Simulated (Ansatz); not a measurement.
# Spin-resolved density of states of NiPt (P4/mmm)

The geometry is a structure from the Materials Project, held fixed and not relaxed.

Functional, mesh and filling: LDA, 11×11×8 k mesh, Fermi–Dirac smearing of 0.1 eV. LAPW is all-electron LAPW in Ansatz 0.2.0. Site moments are integrated in spheres about the atoms.

The input and its command:

```yaml
crystal:
  lattice:
    - [2.7099397941, 0.0, 0.0]
    - [0.0, 2.7099397941, 0.0]
    - [0.0, 0.0, 3.57832]
  atoms:
    - { symbol: Ni, position: [0.5, 0.5, 0.5], spin: 0.4 }
    - { symbol: Pt, position: [0.0, 0.0, 0.0], spin: 0.2 }
magnetization:
  spin_polarized: true
kpoints:
  mp_grid: { grid: [11, 11, 8] }
scf:
  occupations: { method: fermi_dirac, width: 0.1 }
  lower_state_search: "off"
hamiltonian:
  xc: lda
  pseudopotentials: { kind: all_electron, lapw: { basis_error: 0.001 } }
output:
  forces: true
  stress: true
  eigenvalues: false
  populations: true
  dos: { projected: true, de: 0.1, e_range: [-8, 5] }
```

Command: `ansatz run input.yaml --threads 1 --pin off --max-ram 3072MiB --backend cpu --events-out ev --progress --plain --runs-dir out`

Task: Give the density of states by spin, smoothed by a Gaussian of 0.15 eV.

Result: 
```csv
E − E_F (eV),majority (states/eV/cell),minority (states/eV/cell)
-7.00,0.21,0.20
-6.70,0.30,0.26
-6.40,0.56,0.46
-6.10,0.81,0.73
-5.80,1.04,0.96
-5.50,1.03,1.06
-5.20,1.30,0.99
-4.90,1.56,1.60
-4.60,1.09,1.18
-4.30,1.22,1.15
-4.00,1.15,1.19
-3.70,1.17,1.05
-3.40,1.37,1.22
-3.10,1.43,1.26
-2.80,1.85,1.43
-2.50,1.61,1.74
-2.20,1.54,1.38
-1.90,2.17,1.41
-1.60,2.19,2.07
-1.30,2.14,2.08
-1.00,1.96,1.99
-0.70,2.31,2.02
-0.40,2.13,2.18
-0.10,1.66,2.30
0.20,0.75,1.79
0.50,0.45,0.88
0.80,0.30,0.46
1.10,0.25,0.30
1.40,0.23,0.26
1.70,0.21,0.23
2.00,0.20,0.22
2.30,0.23,0.22
2.60,0.29,0.28
2.90,0.30,0.30
3.20,0.28,0.30
3.50,0.26,0.27
3.80,0.25,0.26
4.10,0.23,0.24
4.40,0.21,0.22
```
Site moments (μB): Ni1 0.44, Pt2 0.19. Cell moment 0.61 μB.

Löwdin populations of d and f shells (filled inner shells left out):

```csv
shell,up,down
Ni1 3d,4.61,4.17
Pt2 5d,4.58,4.38
```

The Ansatz runs typed with the search for lower states off end where their start leads. Spin–orbit coupling is left out although heavy atoms are present. The magnetic state is the one that this cell and start allow. It needn't be the compound's measured order, which may need a larger cell or be absent.
